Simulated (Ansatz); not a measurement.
A geometry of Zr away from equilibrium: step 3 of the relaxation of a relaxed Zr cell, doubled along one cell vector, shaken by Gaussian noise of σ = 0.08 Å a coordinate. Computed with r2SCAN (plane waves to 500 eV, PAW, scalar-relativistic; Ansatz, an electronic-structure program). Γ-centred k-mesh 6×12×4 on the run's cell (coarser than for final values), Fermi–Dirac smearing 0.05 eV.

```xyz
6
Lattice="3.2010 -5.4184 -0.0615 1.6058 2.7124 0.0033 -0.0684 0.0503 8.0059" Properties=species:S:1:pos:R:3:forces:R:3 pbc="T T T" free_energy=-25169.445 pressure_GPa=0.7
Zr     1.5880    -0.1121     2.5136    0.0447   -0.1829   -0.0089
Zr     3.1683    -2.8409     2.4914    0.0972   -0.1188    0.0102
Zr     1.4536     0.0211     5.4111   -0.0414   -0.0585    0.0614
Zr     3.0627    -2.6861     5.4058   -0.0601   -0.0655   -0.0651
Zr    -0.0261     0.1786    -0.0113   -0.0664    0.2386    0.0037
Zr     1.5545    -2.5311    -0.0522    0.0260    0.1871   -0.0015
```

Positions in Å, forces in eV/Å, free energy of the cell in eV (comparable only within this code, potentials and settings). Largest force: 0.25 eV/Å, on Zr5 (atoms numbered as listed); the geometry lies 0.12 eV/atom above the end of its relaxation.

No spin polarisation in the result.

The end of the path is a generated cell of Zr: the first start was made by a random draw of sites in a space group, and the end was not matched to a known phase here, so it may be hypothetical. Known forms of Zr include space group No. 194.
